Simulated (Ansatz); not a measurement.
AlSiTe3:
```cif
data_Al2Si2Te6
_chemical_formula_sum 'Al2 Si2 Te6'
_space_group_name_H-M_alt 'P-31m'
_space_group_IT_number 162
_space_group_name_Hall '-P 3 2'
_cell_length_a 6.86263
_cell_length_b 6.86263
_cell_length_c 7.20687
_cell_angle_alpha 90.000
_cell_angle_beta 90.000
_cell_angle_gamma 120.000
loop_
_atom_site_label
_atom_site_type_symbol
_atom_site_symmetry_multiplicity
_atom_site_Wyckoff_symbol
_atom_site_fract_x
_atom_site_fract_y
_atom_site_fract_z
_atom_site_occupancy
Al1 Al 2 d 0.33333 0.66667 0.50000 1
Si1 Si 2 e 0.00000 0.00000 0.34183 1
Te1 Te 6 k 0.35409 0.35409 0.74524 1
```

Relaxed with r²SCAN+D4.

Problem. Tabulate the valence density and the electron localisation function along the shortest Al–Te contact (2.84 Å), r²SCAN+D4 in the plane-wave PAW code Ansatz.

Solution. 

| distance from Al (Å) | density (e/Å³) | ELF |
|---|---|---|
| 0.28 | 0.06 | 0.06 |
| 0.43 | 0.07 | 0.02 |
| 0.57 | 0.11 | 0.10 |
| 0.71 | 0.16 | 0.42 |
| 0.85 | 0.21 | 0.71 |
| 0.99 | 0.24 | 0.81 |
| 1.14 | 0.26 | 0.84 |
| 1.28 | 0.29 | 0.84 |
| 1.42 | 0.34 | 0.84 |
| 1.56 | 0.41 | 0.81 |
| 1.70 | 0.53 | 0.71 |
| 1.84 | 0.68 | 0.60 |
| 1.99 | 0.98 | 0.49 |
| 2.13 | 2.06 | 0.36 |
| 2.27 | 4.66 | 0.18 |
| 2.41 | 8.61 | 0.05 |
| 2.55 | 12.93 | 0.01 |

The density is the valence pseudo-density with augmentation charge, so density and ELF within about 1 Å of a nucleus are not all-electron values.

The first step of the workflow began from a Materials Project structure, measured or hypothetical; the Crystallography Open Database copy checked does not list it. Whether it is the stable phase at ambient conditions was not checked. Symmetry was held in the r²SCAN+D4 relaxation; its stability against distortions is not shown here. Scalar-relativistic: spin–orbit coupling is off unless named, which matters more the heavier the elements.

Potentials: the later of the program's two PAW sets.
